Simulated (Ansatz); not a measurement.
CoSi$_{2}$:
```
CELL_PARAMETERS angstrom
      0.00000     2.65730     2.65730
      2.65730     0.00000     2.65730
      2.65730     2.65730     0.00000
ATOMIC_POSITIONS crystal
  Co 0.00000 0.00000 0.00000
  Si 0.75000 0.75000 0.75000
  Si 0.25000 0.25000 0.25000
```

Relaxed with r²SCAN. Special points in fractions of this cell's reciprocal vectors: Γ (0.000, 0.000, 0.000); X (0.500, 0.000, 0.500); U (0.625, 0.250, 0.625); K (0.375, 0.375, 0.750); L (0.500, 0.500, 0.500); W (0.500, 0.250, 0.750).

Problem. List the band energies nearest the Fermi level at these points for plane-wave PAW r²SCAN (Ansatz code).

Solution. In eV from the Fermi level; about four levels below and three above (degenerate sets whole), none deeper than 8.9 eV; points with the same levels are listed once.

```
k                          below                above
-  -----------------------------  -------------------
Γ  -4.36 -4.36 -4.36 -2.08 -2.08  1.50 3.59 3.59 3.59
X        -2.07 -2.01 -2.01 -1.45       1.94 3.20 8.97
U        -2.32 -1.81 -1.32 -1.06       2.31 5.37 6.27
L        -1.73 -1.73 -0.56 -0.56       3.24 3.72 3.72
W  -2.41 -2.41 -2.01 -1.58 -0.75       4.05 4.05 6.27
```

Space group Fm-3m (fluorite or antifluorite type). The cell was relaxed with r²SCAN under the symmetry of its start; of distortions, only those at the zone centre were tested. The run is not spin-polarised.

Potentials: the earlier of the program's two PAW sets.
